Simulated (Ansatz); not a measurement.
Relaxed HfO₂ (fluorite):

```yaml
crystal:
  lattice:
    - [0.00000, 2.54906, 2.54906]
    - [2.54906, 0.00000, 2.54906]
    - [2.54906, 2.54906, 0.00000]
  atoms:
    - { symbol: Hf, position: [0.00000, 0.00000, 0.00000] }
    - { symbol: O, position: [0.25000, 0.25000, 0.25000] }
    - { symbol: O, position: [0.75000, 0.75000, 0.75000] }
```

The atoms are displaced by Q × the pattern below (from a DFPT mode at Γ, largest move 1; Q in Å), at fixed cell. It is one choice among 3 degenerate patterns.

| atom | x | y | z |
|---|---|---|---|
| Hf1 | 0.000 | 0.000 | -0.179 |
| O2 | 0.000 | 0.000 | 1.000 |
| O3 | 0.000 | 0.000 | 1.000 |

Computed with PBE (plane waves to 420 eV, PAW, scalar-relativistic; Ansatz, an electronic-structure program). k mesh 11×11×11 (Γ-centred), Fermi-Dirac smearing 0.05 eV. The energy includes the smearing's −TS. HfO2 is run without spin polarisation. HfO2 was relaxed with its symmetry unable to fall. Spin-orbit coupling is left out, though Hf is heavy. The PAW data are Ansatz's earlier set. This is a high-temperature form of HfO2. The zero of ΔE is the undisplaced structure.

| Q (Å) | ΔE (meV/cell) |
|---|---|
| -0.2800 | 357 |
| -0.2333 | 230 |
| -0.1867 | withheld |
| -0.1400 | 71 |
| -0.0933 | 30 |
| -0.0467 | 7 |
| 0.0000 | 0 |
| 0.0467 | 7 |
| 0.0933 | 30 |
| 0.1400 | 71 |
| 0.1867 | withheld |
| 0.2333 | 230 |
| 0.2800 | 357 |

**Question.** Fit an even polynomial form (powers 2, 4) to the given rows and predict ΔE at Q = 0.1867.

**Answer.** Least squares on the 11 given rows: ΔE = (3385)·Q² + (14990)·Q⁴, in meV/cell with Q in Å; root-mean-square residual 0.8 meV/cell. At 0.1867 the fit gives 136 meV/cell; the calculation gives 136 meV/cell, the same to the digits shown. The quadratic term alone would give 118 meV/cell.

(For displaced atoms, the force is minus the slope of the energy, and its curvature is a force constant, which sets phonon frequencies.)
